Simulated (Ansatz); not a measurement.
## Zr₂Au: levels along high-symmetry lines

```yaml
crystal:
  lattice:
    - [-1.65018, 1.65018, 5.82547]
    - [1.65018, -1.65018, 5.82547]
    - [1.65018, 1.65018, -5.82547]
  atoms:
    - { symbol: Zr, position: [0.65970, 0.65970, 0.00000] }
    - { symbol: Zr, position: [0.34030, 0.34030, 0.00000] }
    - { symbol: Au, position: [0.00000, 0.00000, 0.00000] }
```

Atom numbers follow the list: Zr1, Zr2, Au3.

Structure from Materials Project entry mp-2348 (possibly hypothetical), not relaxed further.

Spin polarisation is left out, and whether a magnetic state lies lower isn't shown here.

No spin–orbit coupling, which matters for the heavy atoms here.

The calculation used DFT, LDA, all-electron LAPW, scalar-relativistic (Ansatz 0.2.0).

Numerical set-up: a Γ-centred 15×15×15 k mesh, Fermi–Dirac smearing of 0.03 eV, basis error target 1 meV/atom, no spin polarisation.

Points in fractions of the reciprocal vectors of this cell: Γ (0, 0, 0), X (0, 0, 0.5), P (0.25, 0.25, 0.25), N (0, 0.5, 0), M (0.5, 0.5, -0.5), S (0.27, 0.73, -0.27), S0 (-0.27, 0.27, 0.27). The path joins them by straight lines in the order Γ–X–P–N–Γ–M–S–S0–Γ; legs that retrace an earlier one aren't tabulated. Energies are in eV from the Fermi level.

(1) Metal or insulator at this level of theory?

(2) Tabulate bands 42 to 47, counted from the lowest band of the run, along the path.

Results:

(1) No gap opens: metallic or semimetallic.

(2) 
```json
{"k (1/Å)": "0.00", "point": "Γ", "band 42": "-3.20", "band 43": "-1.90", "band 44": "-0.69", "band 45": "0.55", "band 46": "1.60", "band 47": "1.60"}
{"k (1/Å)": "0.34", "point": "", "band 42": "-2.57", "band 43": "-1.50", "band 44": "-1.08", "band 45": "0.63", "band 46": "0.85", "band 47": "1.45"}
{"k (1/Å)": "0.67", "point": "", "band 42": "-1.54", "band 43": "-1.31", "band 44": "-0.87", "band 45": "0.47", "band 46": "0.82", "band 47": "0.89"}
{"k (1/Å)": "1.01", "point": "", "band 42": "-1.98", "band 43": "-1.18", "band 44": "-0.73", "band 45": "-0.39", "band 46": "0.46", "band 47": "1.86"}
{"k (1/Å)": "1.35", "point": "X", "band 42": "-2.20", "band 43": "-2.15", "band 44": "-1.09", "band 45": "-0.75", "band 46": "1.32", "band 47": "1.75"}
{"k (1/Å)": "1.41", "point": "", "band 42": "-2.18", "band 43": "-2.15", "band 44": "-1.24", "band 45": "-0.57", "band 46": "1.24", "band 47": "1.79"}
{"k (1/Å)": "1.48", "point": "", "band 42": "-2.16", "band 43": "-2.12", "band 44": "-1.47", "band 45": "-0.27", "band 46": "1.02", "band 47": "1.90"}
{"k (1/Å)": "1.55", "point": "", "band 42": "-2.16", "band 43": "-2.01", "band 44": "-1.68", "band 45": "0.06", "band 46": "0.72", "band 47": "2.08"}
{"k (1/Å)": "1.62", "point": "P", "band 42": "-2.16", "band 43": "-1.87", "band 44": "-1.87", "band 45": "0.40", "band 46": "0.40", "band 47": "2.22"}
{"k (1/Å)": "1.85", "point": "", "band 42": "-2.34", "band 43": "-1.62", "band 44": "-1.42", "band 45": "-0.22", "band 46": "0.38", "band 47": "2.35"}
{"k (1/Å)": "2.09", "point": "", "band 42": "-2.19", "band 43": "-1.22", "band 44": "-1.20", "band 45": "-0.93", "band 46": "0.33", "band 47": "1.38"}
{"k (1/Å)": "2.33", "point": "", "band 42": "-2.74", "band 43": "-1.17", "band 44": "-1.08", "band 45": "-0.11", "band 46": "0.36", "band 47": "0.56"}
{"k (1/Å)": "2.57", "point": "N", "band 42": "-2.73", "band 43": "-1.20", "band 44": "-0.90", "band 45": "0.34", "band 46": "0.42", "band 47": "0.71"}
{"k (1/Å)": "2.82", "point": "", "band 42": "-2.16", "band 43": "-1.57", "band 44": "-0.45", "band 45": "0.24", "band 46": "0.50", "band 47": "0.88"}
{"k (1/Å)": "3.06", "point": "", "band 42": "-2.39", "band 43": "-1.40", "band 44": "-1.02", "band 45": "0.54", "band 46": "0.90", "band 47": "1.05"}
{"k (1/Å)": "3.31", "point": "", "band 42": "-2.92", "band 43": "-1.67", "band 44": "-0.92", "band 45": "0.63", "band 46": "1.07", "band 47": "1.41"}
{"k (1/Å)": "3.56", "point": "Γ", "band 42": "-3.20", "band 43": "-1.90", "band 44": "-0.69", "band 45": "0.55", "band 46": "1.60", "band 47": "1.60"}
{"k (1/Å)": "3.69", "point": "", "band 42": "-3.40", "band 43": "-1.84", "band 44": "-0.69", "band 45": "0.48", "band 46": "1.38", "band 47": "1.38"}
{"k (1/Å)": "3.83", "point": "", "band 42": "-3.89", "band 43": "-1.69", "band 44": "-0.69", "band 45": "0.30", "band 46": "1.07", "band 47": "1.07"}
{"k (1/Å)": "3.96", "point": "", "band 42": "-4.23", "band 43": "-1.52", "band 44": "-0.68", "band 45": "0.09", "band 46": "0.87", "band 47": "0.87"}
{"k (1/Å)": "4.10", "point": "M", "band 42": "-4.23", "band 43": "-1.43", "band 44": "-0.67", "band 45": "-0.01", "band 46": "0.80", "band 47": "0.80"}
{"k (1/Å)": "4.32", "point": "", "band 42": "-4.04", "band 43": "-1.36", "band 44": "-0.62", "band 45": "0.19", "band 46": "0.78", "band 47": "0.98"}
{"k (1/Å)": "4.53", "point": "", "band 42": "-3.13", "band 43": "-1.21", "band 44": "-0.47", "band 45": "0.46", "band 46": "0.60", "band 47": "1.33"}
{"k (1/Å)": "4.75", "point": "", "band 42": "-2.09", "band 43": "-1.17", "band 44": "-0.55", "band 45": "0.05", "band 46": "0.20", "band 47": "1.21"}
{"k (1/Å)": "4.97", "point": "S", "band 42": "-2.19", "band 43": "-1.50", "band 44": "-0.65", "band 45": "-0.11", "band 46": "0.42", "band 47": "0.85"}
{"k (1/Å)": "5.11", "point": "", "band 42": "-2.53", "band 43": "-1.34", "band 44": "-0.78", "band 45": "0.16", "band 46": "0.41", "band 47": "0.76"}
{"k (1/Å)": "5.25", "point": "", "band 42": "-2.73", "band 43": "-1.20", "band 44": "-0.90", "band 45": "0.34", "band 46": "0.42", "band 47": "0.71"}
{"k (1/Å)": "5.39", "point": "", "band 42": "-2.53", "band 43": "-1.34", "band 44": "-0.78", "band 45": "0.16", "band 46": "0.41", "band 47": "0.76"}
{"k (1/Å)": "5.53", "point": "S0", "band 42": "-2.19", "band 43": "-1.50", "band 44": "-0.65", "band 45": "-0.11", "band 46": "0.42", "band 47": "0.85"}
{"k (1/Å)": "5.79", "point": "", "band 42": "-2.36", "band 43": "-1.61", "band 44": "-0.34", "band 45": "0.00", "band 46": "0.69", "band 47": "0.77"}
{"k (1/Å)": "6.05", "point": "", "band 42": "-2.08", "band 43": "-1.67", "band 44": "-1.01", "band 45": "0.54", "band 46": "0.79", "band 47": "1.15"}
{"k (1/Å)": "6.30", "point": "", "band 42": "-2.82", "band 43": "-1.64", "band 44": "-0.99", "band 45": "0.68", "band 46": "1.00", "band 47": "1.44"}
{"k (1/Å)": "6.56", "point": "Γ", "band 42": "-3.20", "band 43": "-1.90", "band 44": "-0.69", "band 45": "0.55", "band 46": "1.60", "band 47": "1.60"}
```
